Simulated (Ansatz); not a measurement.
This cell of CdSe (zinc blende) is off equilibrium:

```
CdSe
1.0
    0.00000     3.04091     3.04091
    3.04091     0.00000     3.04091
    3.04091     3.04091     0.00000
Se Cd
1 1
Direct
  0.75000   0.75000   0.75000
  0.96981   0.96981   0.96981
```

These are PBEsol (plane waves to 420 eV, PAW, scalar-relativistic; Ansatz, a first-principles code) values and carry that method's errors. k mesh 8×8×8 (Γ-centred), Fermi-Dirac smearing 0.05 eV. E stands for the smeared free energy. Stress and pressure are positive under compression. CdSe was relaxed with its symmetry unable to fall.

Task: What forces act on the atoms (eV/Å, Cartesian)?

Result: 
```json
[
 {"atom": "Se1", "Fx": "-1.724", "Fy": "-1.724", "Fz": "-1.724"},
 {"atom": "Cd2", "Fx": "1.724", "Fy": "1.724", "Fz": "1.724"}
]
```

Task: Give the stress tensor in GPa and the pressure.

Result: 
```
    3.1      5.8      5.8
    5.8      3.1      5.8
    5.8      5.8      3.1
```
The pressure, a third of the trace, is 3.1 GPa.

Task: In it atom 2 sits (-0.184, -0.184, -0.184) Å away from its relaxed site. What is its energy relative to the relaxed cell?

Result: 382 meV/cell.

(For displaced atoms, the force is minus the slope of the energy, and its curvature is a force constant, which sets phonon frequencies.)
